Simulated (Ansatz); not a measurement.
BAs:
```
CELL_PARAMETERS angstrom
      3.32864     0.00000     0.00000
     -1.66432     2.88269     0.00000
      0.00000     0.00000     5.51322
ATOMIC_POSITIONS crystal
  B  0.33333 0.66667 0.37453
  B  0.66667 0.33333 0.87453
  As 0.33333 0.66667 0.00047
  As 0.66667 0.33333 0.50047
```

Relaxed with LDA.

**Question.** Give the optical modes at the zone centre with their infrared and Raman activity from DFPT, LDA (plane waves, PAW; program Ansatz).

**Answer.** Transverse frequencies, without the LO–TO term; a row sums one degenerate level.

```csv
ω (cm⁻¹),degeneracy,IR ((D/Å)²/amu),Raman (Å⁴/amu),activity,symmetry
134,2,0.00,1.2,Raman,E2
314,1,0.00,0,silent,B1
673,2,0.00,420,Raman,E2
692,1,1.55,810,IR+Raman,A1
699,2,3.04,180,IR+Raman,E1
714,1,0.00,0,silent,B1
```

**Question.** How high does the top mode go among those that the LO–TO term moves?

**Answer.** 704 cm⁻¹ for q along x, 704 cm⁻¹ for q along y, 697 cm⁻¹ for q along z.

Space group P6_3mc (wurtzite). The first step of the workflow began from a Materials Project structure, measured or hypothetical; the Crystallography Open Database copy checked does not list it. It is not the phase usual at ambient conditions (space group No. 216). Symmetry was held in the LDA relaxation; whether a distortion lowers the energy is not shown.

Potentials: the earlier of the program's two PAW sets. The files were generated under PBE; for other functionals the program regenerates the frozen cores, and for LDA and PBEsol the local potential too.
